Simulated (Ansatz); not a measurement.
Mg2O in space group R-3m (No. 166; Mg on 6c, O on 3a) at seven volumes, PBE+D3(BJ) in the plane-wave PAW code Ansatz, shape and atoms relaxed at each. One row is withheld.

```
V (Å³/atom)  P (GPa)
-----------  -------
12.022             ?
12.418          5.58
12.814          2.59
13.211          0.00
13.607         -2.28
14.003         -4.18
14.400         -5.80
```

Task: Fit the shown pressures and predict the withheld one.

Result: Third-order Birch–Murnaghan: P = (3/2)B₀(x^(7/2) − x^(5/2))[1 + (3/4)(B′ − 4)(x − 1)] with x = (V₀/V)^(2/3). Least squares on the six rows gives V₀ = 13.207 Å³/atom, B₀ = 80.12 GPa, B′ = 4.05. At V = 12.022, x = 1.0647 and P = 9.11 GPa. The run itself gave 9.16 GPa.

The start of the workflow was typed in or built on a structure type; neither database checked (COD, Materials Project) lists it. Whether it is the stable phase at ambient conditions was not checked. The PBE+D3(BJ) relaxation kept the symmetry of its start; whether a distortion lowers the energy is not shown. The volume moved by -17 % from the start of the relaxation.

Potentials: the earlier of the program's two PAW sets.
